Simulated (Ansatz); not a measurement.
A generated cell, not matched to a known phase here, of Ba$_{3}$As$_{2}$: P-3m1 (No. 164), hP5; a = 5.528 Å, b = 5.528 Å, c = 6.861 Å, α = 90.00°, β = 90.00°, γ = 120.00°; As 2d (0.333, 0.667, 0.213); Ba 1a (0.000, 0.000, 0.000); Ba 2d (0.667, 0.333, 0.300). Computed with PBEsol (plane waves to 420 eV, PAW, scalar-relativistic; Ansatz, a program for electronic structure). Element references, the lowest calculated here: As (R-3m), Ba (Im-3m).

### Question
Estimate the formation energy of this P-3m1 form of Ba3As2 from the elements that PBEsol returns for this input.

### Answer
-1.08 eV/atom.

A lower structure of this composition may exist.

Static energies, no anion corrections, no zero-point energy. Values are rounded to 0.01 eV/atom. Not shown to be the ambient phase of their composition (a lower form may be missing, and a cell relaxed within its start's symmetry can be a saddle point): Ba3As2 (P-3m1). The compounds carry no spin polarisation.
